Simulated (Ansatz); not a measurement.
BeSe (zinc blende, F-43m), DFT-PBEsol in the program Ansatz with PAW potentials. The conduction-band minimum lies at X, with 3 equivalent valleys. Second derivatives d²E/dk² of the lowest band at one valley (eV·Å²), along Cartesian directions:

| direction | d²E/dk² |
|---|---|
| [100] | 9.073 |
| [010] | 29.20 |
| [001] | 29.20 |
| [110] | 19.14 |
| [101] | 19.14 |
| [011] | 29.17 |

Q: Find the principal effective masses, the density-of-states mass and the conductivity mass.

A: Off-diagonal terms follow from H_xy = H[110] − (H_xx + H_yy)/2, and m*/mₑ = 7.620 eV·Å² over each eigenvalue: 0.26, 0.26, 0.84. One valley's DOS mass (m₁m₂m₃)^(1/3) = 0.39, conductivity mass 3/(Σ 1/mᵢ) = 0.34 mₑ.

Q: What effective density of states Nc follows at 300 K for parabolic valleys?

A: Nc = 2.509e19 × 3 × (0.39)^(3/2) ≈ 1.8e19 cm⁻³.

The PBEsol relaxation kept the symmetry of its start. Scalar-relativistic: spin–orbit coupling is off unless named, which matters more the heavier the elements.

Potentials: the later of the program's two PAW sets.

Edges and masses are those of Kohn–Sham bands, whose gap is no quasiparticle gap.
